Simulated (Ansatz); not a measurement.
OsN$_{2}$:
```yaml
crystal:
  lattice:
    - [4.08681, 0.00000, 0.00000]
    - [0.00000, 4.87041, 0.00000]
    - [0.00000, 0.00000, 2.64582]
  atoms:
    - { symbol: Os, position: [0.50000, 0.50000, 0.50000] }
    - { symbol: Os, position: [0.00000, 0.00000, 0.00000] }
    - { symbol: N, position: [0.37327, 0.90410, 0.50000] }
    - { symbol: N, position: [0.62673, 0.09590, 0.50000] }
    - { symbol: N, position: [0.87327, 0.59590, 0.00000] }
    - { symbol: N, position: [0.12673, 0.40410, 0.00000] }
```

This is the LDA-relaxed structure.

Problem. All from LDA (plane waves, PAW; program Ansatz), unless another level is named. Give the electronic character.

Solution. metallic (no gap).

Problem. Give the formation energy from the elements (no fitted shifts).

Solution. 0.14 eV/atom.

Problem. What about the density of states at the Fermi level?

Solution. 0.24 states/eV per atom (mean over ±0.08 eV).

Space group Pnnm. The workflow started from a Materials Project entry (that database holds measured and hypothetical structures alike); the Crystallography Open Database copy checked does not list it. Whether it is the stable phase at ambient conditions was not checked. The cell was relaxed with LDA under the symmetry of its start; whether a distortion lowers the energy is not shown. No spin polarisation was allowed. The references are the lowest solids computed at this level, not always the standard phases (solids in place of the gases). Scalar-relativistic: spin–orbit coupling is off unless named, which matters more the heavier the elements.

Potentials: the later of the program's two PAW sets.
